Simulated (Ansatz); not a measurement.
Two states of Cr$_{3}$Se$_{4}$

```
CELL_PARAMETERS angstrom
0.00000 3.61967 0.00000
6.32113 0.00000 0.00000
-2.96849 1.80984 -5.88297
ATOMIC_POSITIONS crystal
Cr 0.50000 0.50000 0.00000
Cr 0.24000 0.78200 0.52000
Cr 0.76000 0.21800 0.48000
Se 0.86600 0.47000 0.26800
Se 0.13400 0.53000 0.73200
Se 0.37900 0.95000 0.24200
Se 0.62100 0.05000 0.75800
```

Method: LDA; PAW, plane waves to 420 eV, 5×3×3 (shifted by 0, 0.5, 0 steps) mesh, fermi-dirac occupations (width 0.0107 eV) (Ansatz 0.2.0), atoms fixed.

State A: Cr1 along (-0.99, 0.02, -0.16), Cr2 along (-0.63, 0.06, 0.77), Cr3 along (-0.63, 0.06, 0.77) (spinors with spin-orbit coupling). State B: Cr1 along (0.99, -0.16, 0.03), Cr2 along (0.42, -0.90, -0.05), Cr3 along (0.71, 0.71, -0.05) (spinors with spin-orbit coupling).

Q: Compare the two self-consistent states.

A: State B is lower by 1.1 meV an atom at zero smearing. So small a gap isn't resolved on this mesh where a state is a metal.

| state | free energy (meV/atom) | largest moment in a small sphere (μB) | net moment (μB/cell) | gap on mesh (eV) | pressure (GPa) | largest force (eV/Å) |
| --- | --- | --- | --- | --- | --- | --- |
| A | 1.1 | 2.78 | 8.03 | metal | -7.0 | 0.40 |
| B | 0.0 | 2.79 | 6.47 | metal | -7.4 | 0.41 |

Origin: a database entry at a rescaled volume. Caveats: the k mesh is coarse if the cell is a metal; the SCF threshold is loose for a stress.
